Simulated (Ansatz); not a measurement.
A geometry of SrTiO3 away from equilibrium: step 9 of the relaxation of a relaxed SrTiO3 cell shaken by Gaussian noise of σ = 0.08 Å a coordinate. All values below come from r2SCAN (plane waves to 500 eV, PAW, scalar-relativistic; Ansatz, an electronic-structure program). Γ-centred k-mesh 5×5×5 on the run's cell (coarser than for final values), Fermi–Dirac smearing 0.05 eV.

```
CELL_PARAMETERS angstrom
      2.77042     1.60851     4.55429
     -2.73913     1.63176     4.52688
      0.03578    -3.17964     4.51912
ATOMIC_POSITIONS crystal
  Sr 0.27637 0.24639 0.25281
  Sr 0.77635 0.74492 0.75347
  Ti 0.04275 0.99747 0.00046
  Ti 0.54312 0.49889 0.49588
  O  0.70766 0.76022 0.26248
  O  0.23027 0.72087 0.78169
  O  0.75047 0.23945 0.73729
  O  0.24644 0.22129 0.76209
  O  0.72697 0.26346 0.23881
  O  0.20721 0.74347 0.28006
```

Question: Give the Cartesian forces on all atoms (eV/Å).

Answer: 
| atom | Fx | Fy | Fz |
|---|---|---|---|
| Sr1 | -0.13 | 0.12 | 0.02 |
| Sr2 | -0.03 | -0.04 | 0.06 |
| Ti3 | -1.07 | -2.23 | -2.96 |
| Ti4 | -1.15 | -2.12 | -2.49 |
| O5 | -0.02 | 2.02 | 1.45 |
| O6 | 0.20 | 0.19 | 0.20 |
| O7 | 0.92 | -0.27 | 0.93 |
| O8 | 0.19 | 2.34 | 1.70 |
| O9 | 0.18 | 0.24 | 0.21 |
| O10 | 0.91 | -0.26 | 0.88 |

Question: What is the pressure?

Answer: +8.1 GPa, compression positive.

Question: How far above the relaxed end point is this geometry?

Answer: 0.06 eV/atom; the path ends in Cc (No. 9) at a tolerance of 0.01 Å, R3c (No. 161) at 0.1 Å.

No spin polarisation in the result.

The end of the path is a generated cell of SrTiO3: the first start was made by placing the elements on the sites of a structure type, and the end was not matched to a known phase here, so it may be hypothetical. Known forms of SrTiO3 include space group No. 221.
